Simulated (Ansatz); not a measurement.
**AlRh: from a starting cell to a relaxed one**

The start is a relaxed AlRh cell, doubled along one cell vector, shaken by Gaussian noise of σ = 0.08 Å a coordinate. Cell shape, volume and atoms are optimised at zero target pressure with PBEsol (plane waves to 420 eV, PAW, scalar-relativistic; Ansatz, a first-principles code). The first steps use a coarse 11×12×6 k-mesh.

Starting cell:
```
AlRh
1.0
    2.96244     0.00000     0.00000
    0.00000     1.49634     3.31777
    0.00000    -2.99268     6.63554
Al Rh
2 2
Direct
  0.46545   0.01638   0.03735
  0.50501   0.03210   0.50644
  0.03101   0.74659   0.37183
  0.00158   0.67717   0.89231
```

```yaml
initial_pressure: "+3.2 GPa (positive: the cell is compressed)"
largest_initial_force: 2.16 eV/Å, on Al2 (atoms numbered as listed)
energy_released: 0.51 eV/atom
volume_change: -10.7 %, from 14.71 to 13.13 Å³/atom
Shortest distances (start → end): "The closest pairs of elements (up to four, under 3.6 Å), start → end: Al–Rh 2.32 → 2.57 Å; Rh–Rh 2.83 → 2.97 Å; Al–Al 2.88 → 2.97 Å"
band_gap_at_the_end: no gap (metallic)
optimiser_moves: 13
```

The end point of the relaxation:

Space group Pm-3m (No. 221); a = b = c = 2.972 Å, α = β = γ = 90.00°

```
atom  site  symmetry       x       y       z
----  ----  --------  ------  ------  ------
Al      1b      m-3m  0.5000  0.5000  0.5000
Rh      1a      m-3m  0.0000  0.0000  0.0000
```

Final values are on a 16×16×16 k-mesh of the relaxed cell. No spin polarisation in the result.

Of the parent cell (Amm2 (No. 38)): it is a generated cell of AlRh: the first start was made by a random draw of sites in a space group, and the end was not matched to a known phase here, so it may be hypothetical.

The first start was generated by a random draw of sites in a space group. Materials Project lists a structure of AlRh in the same space group, Pm-3m (No. 221); the sites were not compared with it, nor with measured phases.
